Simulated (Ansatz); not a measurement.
A sound run on HfNi (Cmcm), parallel moments (DFT, PBEsol, PAW with Ansatz's default frozen-core files, scalar-relativistic (Ansatz)):

```yaml
crystal:
  lattice:
    - [1.60093006, -4.91694006, 0.0]
    - [1.60093006, 4.91694006, 0.0]
    - [0.0, 0.0, 4.03489344]
  atoms:
    - { symbol: Hf, position: [0.8610144, 0.1389856, 0.75], spin: 0.6 }
    - { symbol: Hf, position: [0.1389856, 0.8610144, 0.25], spin: 0.6 }
    - { symbol: Ni, position: [0.58425451, 0.41574549, 0.75], spin: 1.5 }
    - { symbol: Ni, position: [0.41574549, 0.58425451, 0.25], spin: 1.5 }
magnetization:
  spin_polarized: true
kpoints:
  mp_grid: { grid: [9, 9, 7] }
scf:
  occupations: { method: fermi_dirac, width: 0.08 }
  lower_state_search: "off"
hamiltonian:
  xc: pbesol
  pseudopotentials: { kind: paw }
output:
  forces: true
  stress: true
  eigenvalues: true
  populations: true
```

It converged in 19 iterations. The moments died out: the run ends unmagnetised. Pressure -1.62 GPa.

A copy of this input with one fault was run (output keys and an iteration cap apart), and the program printed:

```
Error: inconsistent input (scf.occupations.method, magnetization): a σ = 0 step fill (method: fixed, or a smearing width below the step floor) with no hard lock on the total moment puts the same N_el/2 bands in each spin channel, which gives a total moment of zero, but the starting moments sum to +4.2000 μB; make the starting moments (crystal.atoms[].spin / magnetization.per_species / magnetization.initial_magnetization) sum to zero, or set magnetization.spin_locking.lock_magnetization: hard with an even integer magnetization.initial_magnetization, or use a smearing method with a finite width, such as fermi_dirac
```

**Question.** What kind of fault is it?

**Answer.** It is fixed occupations whatever the gap:
```diff
-  occupations: { method: fermi_dirac, width: 0.08 }
+  occupations: { method: fixed }
+  max_iter: 75
```
